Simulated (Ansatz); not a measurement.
Cold compression of Au (fcc type)

```
CELL_PARAMETERS angstrom
0.00000 2.04181 2.04181
2.04181 0.00000 2.04181
2.04181 2.04181 0.00000
ATOMIC_POSITIONS crystal
Au 0.00000 0.00000 0.00000
```

The cell comes from a relaxation on PAW files under the same functional.

Its volume is scaled at fixed shape and fractional positions.

Computed with Ansatz 0.2.0; functional PBEsol, scalar-relativistic. Settings: a Γ-centred 18×18×18 k mesh, Fermi–Dirac smearing of 0.08 eV, no spin polarisation. Methods: LAPW: all electrons, basis error target 1 meV/atom; PAW: frozen-core files, cutoff 420 eV; crystal datasets: all electrons, by PAW datasets that the program makes for each cell; norm-conserving: pseudopotentials, cutoff 1034 eV; PAW (cutoff 250 eV): frozen-core files, cutoff 250 eV.

Energies are extrapolated to zero smearing and count from the unscaled cell; pressure is positive in compression; gaps take the mesh and a band path. No temperature or zero-point motion is included.

Spin–orbit coupling is left out, which matters for the heavy atoms. The PAW files were made under PBE.

| V/V0 | V (Å³/atom) | P LAPW (GPa) | ΔE LAPW (eV/atom) | P PAW − LAPW (GPa) | ΔE PAW − LAPW (meV/atom) |
| --- | --- | --- | --- | --- | --- |
| 1.00 | 17.02 | -0.04 | 0.000 | 0.02 | 0.0 |
| 0.94 | 16.00 | 12.86 | 0.038 | 0.03 | 0.2 |
| 0.88 | 14.98 | 32.1 | 0.178 | 0.06 | 0.5 |
| 0.80 | 13.62 | 73.1 | 0.609 | 0.09 | 1.1 |
| 0.72 | 12.26 | ? | ? | ? | ? |
| 0.64 | 10.90 | 267.4 | 3.200 | 0.14 | 3.2 |
| 0.55 | 9.36 | 531.6 | 6.874 | 0.27 | 5.0 |
| 0.45 | 7.66 | 1176 | 15.459 | 0.78 | 10.4 |

(1) Fit the Vinet equation to the LAPW pressures shown (residuals weighted by 1/(|P| + 0.03·Pmax)), and predict the pressure of the withheld row.

(2) From the table, what is the rise of the enthalpy H = E + pV up to the last row, and how stiff is the crystal between the last two rows?

(3) At the smallest volume, how far do crystal datasets and norm-conserving and PAW (cutoff 250 eV) lie from LAPW in pressure?

(4) How do the Löwdin populations by LAPW change from the unscaled cell to the last row?

## Answers

(1) The fit gives V0 = 17.03 Å³/atom, B0 = 171 GPa and B0′ = 5.99. At 12.26 Å³/atom, x = (V/V0)^(1/3) = 0.8962, and P = 3·B0·(1 − x)/x²·exp[1.5·(B0′ − 1)·(1 − x)] = 143.9 GPa. The run itself gave 143.6 GPa (+0.2 % off) and ΔE = 1.503 eV/atom.

(2) ΔH = 15.459 eV + (1176 GPa × 7.66 Å³ + 0.04 GPa × 17.02 Å³) × 0.006242 eV/(GPa·Å³) = 71.70 eV/atom, of which pV makes 78 %. The mean bulk modulus there is −ΔP/Δln V = 3210 GPa.

(3) crystal datasets: 0.00 GPa; norm-conserving: -1.67 GPa; PAW (cutoff 250 eV): +7.53 GPa, on a LAPW pressure of 1176 GPa.

(4) Au 5s 1.99 → 1.95 electrons an atom. These are projections on the shells that the free atoms fill; 0.16 e a cell lies outside them at the start and 0.23 e at the end.
